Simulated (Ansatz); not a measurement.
A relaxed cell of Cs₃LiCd is given with its symmetry left out. The cell was found from a structure generator's guess, not taken from experiment.

The calculation used DFT PBE, scalar-relativistic, plane waves, PAW in Ansatz. Cutoff 420 eV, Γ-centred mesh, Gaussian smearing, no spin polarisation.

```cif
data_structure
_symmetry_space_group_name_H-M 'P 1'
_symmetry_Int_Tables_number 1
_cell_length_a 7.5835
_cell_length_b 7.5835
_cell_length_c 7.5835
_cell_angle_alpha 90.000
_cell_angle_beta 90.000
_cell_angle_gamma 90.000
_cell_volume 436.12
loop_
_atom_site_label
_atom_site_type_symbol
_atom_site_fract_x
_atom_site_fract_y
_atom_site_fract_z
_atom_site_occupancy
Cs1 Cs 0.00000 0.50000 0.50000 1
Cs2 Cs 0.50000 0.00000 0.50000 1
Cs3 Cs 0.50000 0.50000 0.00000 1
Li1 Li 0.50000 0.50000 0.50000 1
Cd1 Cd 0.00000 0.00000 0.00000 1
```

The zero of energy is the elements' standard structures at the same level; no fitted shifts are applied.

Problem. What space group does it have?

Solution. Pm-3m (No. 221), the antiperovskite type. Conventional cell: a = 7.583 Å. Cs has 2 Li at 3.79 Å, 4 Cd at 5.36 Å and 8 Cs at 5.36 Å; Li has 6 Cs at 3.79 Å; Cd is surrounded by 12 Cs at 5.36 Å.

Problem. How far does it lie from the elements in energy?

Solution. +0.24 eV/atom. It can't be a ground state, since the elements alone are lower.

Problem. Is it a metal?

Solution. Yes, bands cross the Fermi level on the 6×6×6 mesh.

The last run used a 6×6×6 mesh for its 5-atom cell and Gaussian smearing of 0.10 eV. A structure relaxed within its symmetry needn't be a true minimum.
